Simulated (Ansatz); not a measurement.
Notes on CuWO₄

```xyz
12
Lattice="4.6882 0.0000 0.0000 0.7168 5.7793 0.0000 -0.2030 -0.1152 4.8634" Properties=species:S:1:pos:R:3 pbc="T T T"
W     0.1716    0.9732    1.2353
W     5.0303    4.6909    3.6280
Cu    2.7464    3.7837    1.1944
Cu    2.4556    1.8803    3.6689
O     1.3442    1.9985    2.0718
O     3.8578    3.6656    2.7916
O     1.5626    5.0507    2.0912
O     3.6394    0.6134    2.7721
O     3.6943    2.1868    0.4669
O     1.5077    3.4773    4.3965
O     4.3106    5.2386    0.2578
O     0.8914    0.4255    4.6056
```

Level: r2SCAN, no spin polarisation; 500 eV; 4×3×4 (shifted by 0.5, 0, 0.5 steps) mesh; fermi-dirac occupations (width 0.1 eV); Ansatz 0.2.0, fixed geometry.

- Stress: The pressure is 1.6 GPa (compression positive), so with the atoms held at these fractions the cell would first expand. The principal stresses 0.2, 1.7, 3.0 GPa differ, so its shape would change too.
- Forces: The largest is on O5 (and as large on other atoms): 0.40 eV/Å, components (0.22, 0.22, 0.26). It makes 168° with the line to a nearest neighbour, W1 at 1.77 Å, pointing away from it.
- Electronic structure: It is a metal, with about 6.3 states/eV a cell as the mean within 0.25 eV of the Fermi level, mostly Cu d (56 %) and O p (33 %).
- Charges: Bader charges in e: Cu +1.26, W +3.07, O -1.15 to -1.02. In the mean W gives up most and O takes most.

Origin: a database entry at a rescaled volume. Caveats: many states at the Fermi level without spin polarisation, so a magnetic state may lie lower; the k mesh is coarse if the cell is a metal.
